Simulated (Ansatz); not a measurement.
Method: Ansatz, DFT PBE, scalar-relativistic, plane waves, PAW. Cutoff 420 eV, Γ-centred meshes of about 0.25 Å⁻¹ or finer for metals and 0.3 Å⁻¹ for insulators (2π included), Gaussian smearing. No spin polarisation.

These are static total energies at zero pressure.

Two forms of Hf2ZrC3 were relaxed alike.

1.

Space group C2/m (No. 12). a = 5.721 Å, b = 9.906 Å, c = 5.721 Å, α = 90.00°, β = 109.49°, γ = 90.00°
```tsv
atom	site	symmetry	x	y	z
Zr	4g	2	0.5000	0.6666	0.0000
Hf	2b	2/m	0.5000	0.0000	0.0000
Hf	2c	2/m	0.0000	0.0000	0.5000
Hf	4h	2	0.5000	0.1669	0.5000
C	4i	m	0.2523	0.0000	0.2521
C	8j	1	0.2501	0.8342	0.7478
```

2.

Space group I4/mmm (No. 139). a = 3.302 Å, b = 3.302 Å, c = 14.013 Å, α = 90.00°, β = 90.00°, γ = 90.00°
| atom | site | symmetry | x | y | z |
| --- | --- | --- | --- | --- | --- |
| Zr | 2a | 4/mmm | 0.0000 | 0.0000 | 0.0000 |
| Hf | 4e | 4mm | 0.5000 | 0.5000 | 0.1670 |
| C | 4e | 4mm | 0.5000 | 0.5000 | 0.3324 |
| C | 2b | 4/mmm | 0.5000 | 0.5000 | 0.0000 |

**Question.** Which is lower in energy, and by how much?

**Answer.** They are level within the accuracy (under 1 meV/atom apart). Cell 1 has Zr and Hf ordered on rock salt sites, space group C2/m (No. 12), 12.7 Å³/atom and no gap on its mesh; cell 2 has Zr and Hf ordered on rock salt sites, space group I4/mmm (No. 139), 12.7 Å³/atom and no gap. In cell 1, around Zr lie 6 C at 2.34–2.35 Å, 3 Zr at 3.30 Å and 9 Hf at 3.30 Å; Hf on a site of symmetry 2/m is surrounded by 6 C at 2.33 Å, 6 Zr at 3.30 Å and 6 Hf at 3.30 Å; C on a site of symmetry m is surrounded by 4 Hf at 2.33–2.34 Å and 2 Zr at 2.34 Å; 3 more sites not described. In cell 2, around Zr lie 6 C at 2.34–2.35 Å, 4 Zr at 3.30 Å and 8 Hf at 3.31 Å; Hf has 6 C at 2.32–2.34 Å, 8 Hf at 3.30 Å and 4 Zr at 3.31 Å; C on a site of symmetry 4mm has 5 Hf at 2.32–2.34 Å and 1 Zr at 2.35 Å; 1 more site not described. Both come from trial cells of a structure search.

For metals, differences of a few meV/atom aren't resolved. Spin–orbit coupling, which can matter for Hf, is left out. Trial moments fell under 0.15 μB along the way in C2/m and I4/mmm; another start might hold them. Cells relaxed within their symmetry can be saddle points.
